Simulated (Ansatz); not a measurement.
Given:

BaC$_{2}$:
```cif
data_C6Ba3
_chemical_formula_sum 'Ba3 C6'
_space_group_name_H-M_alt 'R-3m :H'
_space_group_IT_number 166
_space_group_name_Hall '-R 3 2"'
_cell_length_a 5.08338
_cell_length_b 5.08338
_cell_length_c 7.36212
_cell_angle_alpha 90.000
_cell_angle_beta 90.000
_cell_angle_gamma 120.000
loop_
_atom_site_label
_atom_site_type_symbol
_atom_site_symmetry_multiplicity
_atom_site_Wyckoff_symbol
_atom_site_fract_x
_atom_site_fract_y
_atom_site_fract_z
_atom_site_occupancy
Ba1 Ba 3 a 0.00000 0.00000 0.00000 1
C1 C 6 c 0.00000 0.00000 0.41408 1
```
(The calculation used a cell of 3 atoms; values per cell refer to that cell.)

This is the PBEsol-relaxed structure.

**Question.** All from the program Ansatz at the PBEsol level (PAW), unless another level is named. Predict the bulk modulus (Birch–Murnaghan fit).

**Answer.** 52.7 GPa.

**Question.** What about the highest zone-centre frequency (without LO–TO term)?

**Answer.** 1824 cm⁻¹.

The workflow started from a Materials Project entry (that database holds measured and hypothetical structures alike); the Crystallography Open Database copy checked does not list it. Whether it is the stable phase at ambient conditions was not checked. The cell was relaxed with PBEsol under the symmetry of its start; phonons on a q-mesh show no instability. Its formation energy is positive at this level, so the cell may be metastable or incomplete. Scalar-relativistic: spin–orbit coupling is off unless named, which matters more the heavier the elements.

Potentials: the later of the program's two PAW sets.
